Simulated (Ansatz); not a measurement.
# Cr: computed property card

Cr:
```
CELL_PARAMETERS angstrom
      2.30669     0.00000     0.00000
      0.00000     2.30669     0.00000
      0.00000     0.00000     2.30669
ATOMIC_POSITIONS crystal
  Cr 0.00000 0.00000 0.00000
```

Space group Pm-3m (No. 221), simple cubic; conventional cell a = 2.3067 Å, b = 2.3067 Å, c = 2.3067 Å, α = 90.00°, β = 90.00°, γ = 90.00°.

Method: the program Ansatz at the PBEsol level (PAW). Structure relaxed to zero pressure with the same functional. Other levels are named where they apply.

**Cell and energy**

| Property | Value |
|---|---|
| Volume per atom | 12.27 Å³ |
| Density | 7.03 g/cm³ |

**Electronic structure**

| Quantity | Result |
|---|---|
| Electronic character | metallic (no gap) |
| Density of states at the Fermi level | 1.5 states/eV per atom (mean over ±0.08 eV) |

**Magnetism**

| Item | Result |
|---|---|
| Magnetic order | non-magnetic (starting moments vanished) |

**Mechanics**

| Property | Result |
|---|---|
| Bulk modulus (Birch–Murnaghan fit) | 208 GPa |
| Pressure derivative B′ | 4.1 |
| Elastic constants (relaxed ions, GPa) | C11 = 450, C12 = 89.5, C44 = -127 |
| Mechanical stability | unstable (C has a negative eigenvalue) |

A made-up cell: these elements were put on the sites of a structure type; neither database checked (COD, Materials Project) lists it. It is not the phase usual at ambient conditions (space group No. 229). The PBEsol relaxation kept the symmetry of its start. The workflow began spin-polarised and lost its moments. As this level gives no gap, shear constants depend on the k-mesh and smearing (Fermi–Dirac, 0.1 eV here). On the denser mesh and wider smearing of the elastic run this cell carries a stress of 0.5 GPa.

Potentials: the earlier of the program's two PAW sets. The files were generated under PBE; for other functionals the program regenerates the frozen cores, and for LDA and PBEsol the local potential too.
